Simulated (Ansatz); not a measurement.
Run on BeCo (P4/mmm) — stretched by 10 % along z at fixed volume; anisotropy by the force theorem

Theory: Ansatz, DFT, LDA, all-electron PAW with datasets made for the crystal, scalar-relativistic.

Command: `ansatz run input.yaml --threads 2 --pin off --max-ram 4096MiB --backend cpu --events-out ev --progress --plain --runs-dir out`

```yaml
crystal:
  lattice:
    - [2.4847235075, 0.0, 0.0]
    - [0.0, 2.4847235075, 0.0]
    - [0.0, 0.0, 2.8666]
  atoms:
    - { symbol: Be, position: [0.0, 0.0, 0.0] }
    - { symbol: Co, position: [0.5, 0.5, 0.5], spin: 0.4 }
magnetization:
  spin_polarized: true
kpoints:
  mp_grid: { grid: [12, 12, 10] }
scf:
  occupations: { method: fermi_dirac, width: 0.025 }
  lower_state_search: "off"
hamiltonian:
  xc: lda
  pseudopotentials: { kind: all_electron, datasets: crystal }
output:
  eigenvalues: false
  eigenstates:
    nscf_kmesh: { grid: [18, 18, 15] }
    top_band: c19
    magnetocrystalline_anisotropy:
      directions: [[0.0, 0.0, 1.0], [1.0, 0.0, 0.0], [0.70710678, 0.70710678, 0.0]]
```

Log:

```
settings of this run that can trade accuracy for cost: output.eigenvalues: false. Do not mix this run's numbers with those of runs without the same settings; the input reference describes each key
hamiltonian.pseudopotentials.datasets: crystal makes datasets for this crystal and solves the spheres of its atoms anew in each pass: cutoff 360.0 eV, the density's 1440.0 eV; for an error of 0.50 meV an atom under PBE, 1.0 meV for the cell; an energy difference from a run of another recipe may be off by several times the error for the cell, under r2SCAN by more, where some 0.1 meV an atom stays a …
Engine: ansatz 0.2.0
Pseudopotentials: kind: all_electron
Pseudopotential: Be, paw, valence charge 2, recommended cutoff 360 eV (normal), crystal/all_electron/lda/scalar/gaussian/Be, Koelling and Harmon's equation, gaussian nucleus
Pseudopotential: Co, paw, valence charge 17, recommended cutoff 360 eV (normal), crystal/all_electron/lda/scalar/gaussian/Co, Koelling and Harmon's equation, gaussian nucleus
Functional definition: SPW92
  exchange = slater_x
  correlation = pw_c
Crystal: 2 atoms, lattice volume = 17.698 Å³
Basis set: ecut = 360 eV, 277 PW (Γ)
Bands: 14, of which v1, the nominal top of the filled ones, is band 10 counted from 1 (9 counted from 0)
Symmetry: 16 space group operations
Space group: P4/mmm (ITA 123), of the structure as read, at distance tolerance 2.6e-5 Å
Magnetic group: BNS 123.339 (UNI 999), of the structure as read, at distance tolerance 2.6e-5 Å
k-points: 168 of 1440
Non-local potential: Be, projectors of the file, l = 0: 1, l = 1: 1
Non-local potential: Co, projectors of the file, l = 0: 2, l = 1: 2, l = 2: 2
PAW form: soft (Blöchl's): semilocal exchange-correlation on the pseudo side does not see the compensation charge
PAW one-centre angular grid: Be, 110 points (default); XC on its mesh's 2001 points in the sphere
PAW one-centre angular grid: Co, 590 points (default); XC on its mesh's 1897 points in the sphere
Initial density: superposition of atomic densities (chi_scale 0.1, normalization cell)
Starting moments: Σ|m| = 0.4 μB on 1 of 2 sites
Initial wavefunctions: pseudopotential atomic-orbital guess
Functional: x = slater, c = lda
iter 1 solved again at ethr=8.88e-2 eV; its pass at ethr=1.00e-1 eV (dr2=1.69e1 eV) is discarded
SCF iter   1: F=—  HF=-38255.239190 eV  |F-HF|=—  |Δ(HF+E_count)|=         —  Δρ=1.62e-1 (↑1.62e-1 ↓1.59e-1)  dr2=1.73e1  dr2_m=2.12e-3  M=0.341 μB ∫|m|=0.368 μB  β_m=0.30  ethr=8.88e-2  ⟨swp⟩=2.0  Hψ=25898  notcnv=0
preconditioner: auto → none  [metal: Δε(μ)=0.003 eV  Ē_g=9.229 eV  σ=0.025 eV  W_gap=0.03  n_scr=6 (ndim 8)  ℏωp=29.3 eV  f_vac=0.002  D(μ)=2.34/eV (n_scr^D=28)  sad-step TF]
iter 2 solved again at ethr=2.51e-4 eV; its pass at ethr=8.88e-2 eV (dr2=4.77e-2 eV) is discarded
[...]
Harris-Foulkes:  -38252.262916 eV  (|F-HF|=2.18e-11)
Internal energy: -38252.258685 eV  (E = F + TS)
E sigma→0 (E₀):  -38252.260801 eV
Entropy (-TS):   -0.004231 eV (-2.115 meV/atom)
Past the cutoff: waves up to 1.5 times it would add -0.000067 eV an atom, which no energy here includes
By the cutoff:   a pressure is off by up to 0.011 GPa (6 times that energy over an atom's volume, and 0.004 GPa: a bound that held against runs at twice the plane waves)
Past the cutoffs: a stress includes 0.0020 GPa for waves and charges beyond them
In the spheres:  the bands' charges fall short by 1.9e-6 e at most (sound up to 1e-3)
Fermi energy:    14.620006 eV
--- Per-component energies (eV) ---
  E_band       = -280.333697
  E_kinetic    = 153.843393
  E_local      = -2043.758011  (includes V_loc(G=0)·N_el)
  E_nonlocal   = -616.560404
  E_hartree    = 1056.265404
  E_xc         = -59.503708
  E_vxc        = -77.160663  (∫ρ·V_xc dr)
  E_paw        = -39295.826275  (= ΣΔE_a)
  E_vpaw       = -4797.449055  (= ΣTr[D̂ρ^β])
  E_ewald      = -2434.939004
  E_smearing   = -0.004231  (= −TS)
  E_closure    = 4988.219918  (closes the sum)
  Σ components = -38252.262916   (vs F -38252.262916, Δ=0.00e0)
  The terms above E_closure are by the made datasets' own strengths, without shells solved beside the bands.
--- Band table (eV; the first three rows and the last of 336) ---
  k-point 0 ↑: bands = ["-79.3044", "-42.9679", "-42.9251", "-42.9251", "5.0975", "11.6852", "11.6983", "14.2882", "14.2882", "14.5872", "18.9753", "23.8789"]
  k-point 1 ↑: bands = ["-79.3042", "-42.9718", "-42.9248", "-42.9248", "5.2645", "11.6387", "11.7211", "14.2150", "14.2150", "14.5905", "18.3173", "24.1271"]
  k-point 2 ↑: bands = ["-79.3034", "-42.9821", "-42.9241", "-42.9241", "5.7539", "11.4529", "11.7814", "14.0324", "14.0324", "14.5991", "16.9581", "24.8209"]
  k-point 167 ↓: bands = ["-78.7816", "-42.5992", "-42.5992", "-42.5526", "10.7317", "11.0010", "11.0010", "15.1477", "15.7667", "21.3696", "21.3700", "21.3700"]
settings of this run that can trade accuracy for cost: output.eigenvalues: false. Do not mix this run's numbers with those of runs without the same settings; the input reference describes each key
```

magnetocrystalline_anisotropy.tsv:

```
# direction_x	direction_y	direction_z	energy_mev	energy_tetrahedra_mev	beyond_first_order_mev	atom_0_mev	atom_1_mev	spread_mev	spread_tetrahedra_mev	orbital_0_along_direction_mub	orbital_1_along_direction_mub
# format = ansatz-magnetocrystalline-anisotropy/3
# nscf_kmesh_grid = 18 18 15
# nscf_kmesh_shift = 0 0 0
# n_bands = 29
# occupation_method = fermi_dirac
# smearing_width_ev = 0.025
# xc_rung = lda
# a1_ang = 2.4847 0 0
# a2_ang = 0 2.4847 0
# a3_ang = 0 0 2.8666
# atom = 0 Be 0 0 0
# atom = 1 Co 0.5 0.5 0.5
# kernel_functional = own
# kernel_scale = 0.9887
# goldstone_residual = 0.017396
# bands_end_over_fermi_ev = 46.668
# easy_direction_run = 1
# easy_direction_tetrahedra = 2
0	0	1	0	0	0.00049538	0	0	0	0	-4.4618e-05	0.029254
1	0	0	-0.048626	-0.043336	8.4344e-05	-6.8378e-06	-0.042271	0.078469	0.1735	0.00021942	0.037383
0.70711	0.70711	0	-0.0485	-0.046067	0.00016004	-7.4379e-06	-0.041835	0.069029	0.16018	0.00022018	0.037387
```

Site moments (μB): Be1 -0.02, Co2 0.42. Cell moment 0.40 μB.

The spread over coarser sub-meshes exceeds the differences between directions, so this mesh may not resolve the easy direction.

The magnetic group in the log treats spin as a scalar label, without spin–orbit coupling.

The Ansatz runs typed with the search for lower states off end where their start leads. The program couldn't verify every level among the many empty bands that the force theorem sums over. These are results for the start and cell typed. The real compound can order otherwise, in a larger cell, or not at all, since semilocal functionals at zero temperature often overstate magnetism.

It took 52 s on 2 threads of Arm Neoverse V2, on a shared host, peak memory 1 GiB.
